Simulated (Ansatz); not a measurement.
Here is the system:

BaCrS₂:
```
CELL_PARAMETERS angstrom
      4.50381     0.00000     0.00000
      0.00000     4.50381     0.00000
      0.00000     0.00000     8.94468
ATOMIC_POSITIONS crystal
  Ba 0.00000 0.00000 0.30736
  Ba 0.50000 0.50000 0.69263
  Cr 0.50000 0.50000 0.08733
  Cr 0.00000 0.00000 0.91265
  S  0.50000 0.00000 0.99998
  S  0.00000 0.50000 0.99998
  S  0.50000 0.50000 0.34878
  S  0.00000 0.00000 0.65120
```
The run is spin-polarised; directions of the spins, atom by atom: 0 0 ↓ ↑ 0 0 0 0.

This is the PBEsol-relaxed structure.

Q: All from plane-wave PAW PBEsol (Ansatz code), unless another level is named. Give the hole effective mass.

A: 0.93, 2.4, 4.4 mₑ (principal values).

Q: Predict the formation energy from the elements (no fitted shifts).

A: -1.32 eV/atom.

Q: Give the electron effective mass.

A: 0.19, 0.19, 6.9 mₑ (principal values).

Q: Next, the band gap?

A: 0.09 eV (smallest direct gap 0.10 eV).

Q: Give the conduction-band minimum.

A: at Z.

Space group P4/nmm. The workflow started from an entry of the Crystallography Open Database (COD); the relaxed space group is not among those it files for this formula. COD files the formula under space group No. 59. Its standing as an ambient phase is unchecked. Symmetry was held in the PBEsol relaxation, as lowered by the spin order; whether a distortion lowers the energy is not shown. Spin order of the final state: antiferromagnetic, chosen from 5 collinear starts compared on coarse meshes (ties went to the first, and starts can fall back to one state), not a proven ground state. No Hubbard U is applied. The references are the lowest solids computed at this level, not always the standard phases. Scalar-relativistic: spin–orbit coupling is off unless named, which matters more the heavier the elements.

Potentials: the later of the program's two PAW sets.
